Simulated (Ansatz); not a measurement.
Input for Ansatz (plane-wave DFT, PAW):

```yaml
crystal:
  lattice:
    - [0.0, 1.7816860418, 1.7816860418]
    - [1.7816860418, 0.0, 1.7816860418]
    - [1.7816860418, 1.7816860418, 0.0]
  atoms:
    - { symbol: Cu, position: [0.0, 0.0, 0.0] }
basis:
  ecutwfc: 420
kpoints:
  mp_grid: { grid: [20, 20, 20] }
  band_path:
    path:
      - [[0.0, 0.0, 0.0], [0.5, 0.0, 0.5], [0.625, 0.25, 0.625]]
      - [[0.375, 0.375, 0.75], [0.0, 0.0, 0.0], [0.5, 0.5, 0.5], [0.5, 0.25, 0.75], [0.5, 0.0, 0.5]]
    npoints: 14
hamiltonian:
  xc: pbesol
scf:
  occupations: { method: gaussian, width: 0.1 }
  n_extra_bands: 6
output:
  forces: true
  stress: true
  eigenvalues: true
  populations: true
  dos: { projected: true, de: 0.02, nscf_kmesh: { grid: [30, 30, 30] } }
  bader: true
  write_density: true
  write_potential: true
  elf: true
  volumetric_format: npy
```

Command:
```bash
ansatz run input.yaml --threads 1 --pin off --max-ram 2560MiB --backend cpu --events-out ev --progress --plain --runs-dir out
```

Theory: DFT PBEsol, scalar-relativistic, plane waves, PAW in Ansatz 0.2.0.

Part of what the program printed, abridged (final results; tables in files aren't shown):

```
SCF 1 converged in 6 iterations: F = -6588.774423 eV  dr2 = 4.96e-13
SCF converged after 6 iterations
Free energy (F): -6588.774423 eV
Harris-Foulkes:  -6588.774423 eV  (|F-HF|=1.82e-12)
Internal energy: -6588.773091 eV  (E = F + TS)
E sigma→0 (E₀):  -6588.773757 eV
Entropy (-TS):   -0.001332 eV (-1.332 meV/atom)
Fermi energy:    17.503957 eV
--- Per-component energies (eV) ---
  E_band       = -345.452744
  E_kinetic    = 300.650913
  E_local      = -3969.709017  (includes V_loc(G=0)·N_el)
  E_nonlocal   = 391.069289
  E_hartree    = 1748.434535
  E_xc         = -89.406200
  E_vxc        = -115.895847  (∫ρ·V_xc dr)
  E_paw        = -1625.804664  (= ΣΔE_a)
  E_vpaw       = -448.437386  (= ΣTr[D̂ρ^β])
  E_aug_tail   = 0.000217  (compensation charges beyond the density's cutoff)
  E_ewald      = -3344.214366
  E_core_change = 0.206202  (= ΣΔE_core)
  E_smearing   = -0.001332  (= −TS)
--- Forces (eV/Å), atoms counted from 1 ---
  atom   1  Cu     0.00000000     0.00000000     0.00000000
--- Stress (GPa, compression-positive) ---
        0.042098       0.000000       0.000000
        0.000000       0.042098       0.000000
        0.000000       0.000000       0.042098
  P = ⅓ Tr σ = 0.0421 GPa (0.421 kbar)
--- Band table (eV; the first three rows and the last of 256) ---
  k-point 0: bands = ["-94.8269", "-52.2782", "-52.2782", "-52.2782", "7.7485", "14.3937", "14.3937", "14.3937", "15.2959", "15.2959", "40.4654", "43.2859", "43.2859", "43.2859", "45.8008", "45.8008"]
  k-point 1: bands = ["-94.8265", "-52.2813", "-52.2787", "-52.2787", "7.8427", "14.3722", "14.4126", "14.4126", "15.2882", "15.2882", "39.9938", "42.0129", "42.9754", "42.9754", "46.2432", "46.2432"]
  k-point 2: bands = ["-94.8252", "-52.2905", "-52.2800", "-52.2800", "8.1228", "14.3127", "14.4634", "14.4634", "15.2708", "15.2708", "38.0097", "41.2870", "42.3768", "42.3768", "47.2036", "47.2036"]
  k-point 255: bands = ["-94.8042", "-52.3640", "-52.3640", "-52.3281", "13.1730", "13.8287", "13.8287", "15.2454", "16.0644", "23.8487", "23.8487", "26.0335", "26.6452", "46.2990", "46.2990", "47.5755"]
--- Löwdin populations: 1 site ---
  site symbol q [e]
     0     Cu     18.8322
  spilling = 0.008833 (of n_electrons = 19.000000)
--- Bader charges: 1 site ---
  site symbol charge [e]  shift [e]
     0     Cu      0.0000     0.0000
  estimated error of the sums over rays = 2.0e-7 e
```

The run converged.

Time: 9.3 s on 1 thread of Arm Neoverse V2 (shared host), peak memory 0.33 GiB.